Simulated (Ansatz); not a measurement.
Relaxing Ti$_{5}$Al$_{2}$C$_{3}$

The calculation used DFT PBEsol, scalar-relativistic, plane waves, PAW in Ansatz. (420 eV cutoff, 12×12×12 k-mesh, Gaussian smearing of 0.10 eV, no spin polarisation)

What was changed: equal strain along all axes, cell held, atoms relaxed: +2.0 %.

Command:

```bash
ansatz run input.yaml --threads 2 --pin off --max-ram 5120MiB --backend cpu --events-out ev --progress --plain --runs-dir out
```

Input:

```yaml
crystal:
  lattice:
    - [1.5532502136, 0.896769429, 16.3938446648]
    - [-1.5532502136, 0.896769429, 16.3938446648]
    - [0.0, -1.7935388579, 16.3938446648]
  atoms:
    - { symbol: Ti, position: [0.5, 0.5, 0.5] }
    - { symbol: Ti, position: [0.7850829551, 0.7850829551, 0.7850829551] }
    - { symbol: Ti, position: [0.6899596497, 0.6899596497, 0.6899596497] }
    - { symbol: Ti, position: [0.3100403503, 0.3100403503, 0.3100403503] }
    - { symbol: Ti, position: [0.2149170449, 0.2149170449, 0.2149170449] }
    - { symbol: Al, position: [0.5960120304, 0.5960120304, 0.5960120304] }
    - { symbol: Al, position: [0.4039879696, 0.4039879696, 0.4039879696] }
    - { symbol: C, position: [0.8597635517, 0.8597635517, 0.8597635517] }
    - { symbol: C, position: [0.1402364483, 0.1402364483, 0.1402364483] }
    - { symbol: C, position: [0.0, 0.0, 0.0] }
basis:
  ecutwfc: 420
kpoints:
  mp_grid: { grid: [12, 12, 12] }
hamiltonian:
  xc: pbesol
scf:
  occupations: { method: gaussian, width: 0.1 }
output:
  forces: true
  stress: true
  eigenvalues: true
relax:
  adjacent_minimum: "off"
  f_tol: 0.008
  max_steps: 40
```

F is the free energy.

Steps:

```csv
step,F − F(1) (eV),largest force component (eV/Å)
1,0.0000,0.290
2,-0.0087,0.087
3,-0.0099,0.038
4,-0.0100,0.003
5,-0.0100,0.003
```

Relaxed structure:

```cif
data_structure
_symmetry_space_group_name_H-M 'P 1'
_symmetry_Int_Tables_number 1
_cell_length_a 16.4917
_cell_length_b 16.4917
_cell_length_c 16.4917
_cell_angle_alpha 10.809
_cell_angle_beta 10.809
_cell_angle_gamma 10.809
_cell_volume 137.01
loop_
_atom_site_label
_atom_site_type_symbol
_atom_site_fract_x
_atom_site_fract_y
_atom_site_fract_z
_atom_site_occupancy
Ti1 Ti 0.50000 0.50000 0.50000 1
Ti2 Ti 0.78555 0.78555 0.78555 1
Ti3 Ti 0.68970 0.68970 0.68970 1
Ti4 Ti 0.31030 0.31030 0.31030 1
Ti5 Ti 0.21445 0.21445 0.21445 1
Al1 Al 0.59595 0.59595 0.59595 1
Al2 Al 0.40405 0.40405 0.40405 1
C1 C 0.85963 0.85963 0.85963 1
C2 C 0.14037 0.14037 0.14037 1
C3 C 0.00000 0.00000 0.00000 1
```

Symmetry: R-3m, No. 166, trigonal system. The conventional cell has a = 3.107 Å, b = 3.107 Å, c = 49.182 Å, α = 90.00°, β = 90.00°, γ = 120.00°. Ti (site symmetry -3m) is surrounded by 6 C at 2.21 Å. Ti (site symmetry 3m) is surrounded by 3 C at 2.08 Å. Ti (site symmetry 3m) is surrounded by 3 C at 2.12 Å. Al (site symmetry 3m) has 6 Ti at 2.95 to 2.97 Å and 6 Al at 3.11 Å as nearest neighbours. C (site symmetry 3m) is surrounded by 6 Ti at 2.08 to 2.21 Å. C (site symmetry -3m) has 6 Ti at 2.12 Å as nearest neighbours.

The run converged. The run took 89 s on 2 threads of Intel(R) Xeon(R) 6975P-C (Granite Rapids), with other jobs on the host, peak memory 1.1 GiB.